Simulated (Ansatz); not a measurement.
## Is this MoW₅ structure stable?

The cell was found from a structure generator's guess, not taken from experiment.

Level of theory: DFT PBE, scalar-relativistic, plane waves, PAW (Ansatz). Settings of the last relaxation (6-atom cell): 420 eV, 12×12×4 k points, Gaussian smearing of 0.10 eV, no spin polarisation.

```
Mo W
1.0
     3.17984    0.00000    0.00000
     0.00000    3.17984    0.00000
     0.00000    0.00000    9.54179
Mo W
1 5
Direct
  0.50000 0.50000 0.50000
  0.00000 0.00000 0.66593
  0.50000 0.50000 0.83286
  0.00000 0.00000 0.00000
  0.50000 0.50000 0.16714
  0.00000 0.00000 0.33407
```

Formation energies are uncorrected and refer to the elements' standard structures at the same level.

Q: These tests were run: energy against the elements; random kick, then relaxation without symmetry; phonons on a 2×2×1 q mesh; elastic tensor. What do they show?

A:

```
                                         test                         result
                  energy against the elements                   0.00 eV/atom
random kick, then relaxation without symmetry                        returns
                    phonons on a 2×2×1 q mesh  no imaginary mode on the mesh
                               elastic tensor       least eigenvalue 133 GPa
```

It fails none of these tests outright. Whether a mixture of other phases lies lower isn't tested here. Undecided within the accuracy: energy against the elements.

The k mesh leaves some 4 meV/atom of noise in the energy of each metallic cell. These runs have no spin–orbit coupling, which can matter for W. The kick test ran on a coarse mesh. The run for the phonons used a 12×12×4 k mesh and Fermi–Dirac smearing of 0.15 eV. The run for the elastic tensor used a 12×12×4 k mesh and Fermi–Dirac smearing of 0.15 eV.
